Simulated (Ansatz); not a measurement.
**Profile along the C–Ti line in TiC (rock salt)**

TiC (rock salt)

```cif
data_C4Ti4
_chemical_formula_sum 'C4 Ti4'
_space_group_name_H-M_alt 'Fm-3m'
_space_group_IT_number 225
_space_group_name_Hall '-F 4 2 3'
_cell_length_a 4.29327
_cell_length_b 4.29327
_cell_length_c 4.29327
_cell_angle_alpha 90.000
_cell_angle_beta 90.000
_cell_angle_gamma 90.000
loop_
_atom_site_label
_atom_site_type_symbol
_atom_site_symmetry_multiplicity
_atom_site_Wyckoff_symbol
_atom_site_fract_x
_atom_site_fract_y
_atom_site_fract_z
_atom_site_occupancy
C1 C 4 a 0.00000 0.00000 0.00000 1
Ti1 Ti 4 b 0.50000 0.50000 0.50000 1
```
(The calculation used a cell of 2 atoms; values per cell refer to that cell.)

Fields along a shortest C–Ti line of a {110} plane (2.15 Å), from C to Ti, interpolated on the slice's grid (step about 0.2 Å). These are PBEsol (plane waves to 420 eV, PAW, scalar-relativistic; Ansatz, a first-principles code) values and carry that method's errors. k mesh 19×19×19. These are valence fields of a PAW run, semicore shells included where kept as valence: close to a nucleus they are smooth pseudo fields. TiC is run without spin polarisation. TiC was relaxed with its symmetry unable to fall.

```csv
distance from C (Å),valence electron density (e/Å³),electron localisation function
0.00,1.66,x
0.21,1.73,x
0.43,1.56,0.59
0.65,1.07,0.78
0.86,0.67,0.68
1.07,0.53,0.28
1.29,0.88,0.31
1.51,2.93,0.65
1.72,6.80,0.58
1.94,9.56,x
2.15,10.12,x
```

x: too close to a nucleus for the ELF to mean much.

Density on the C–Ti line (2.15 Å) at its midpoint: 0.53 e/Å³. ELF at that point: 0.28.
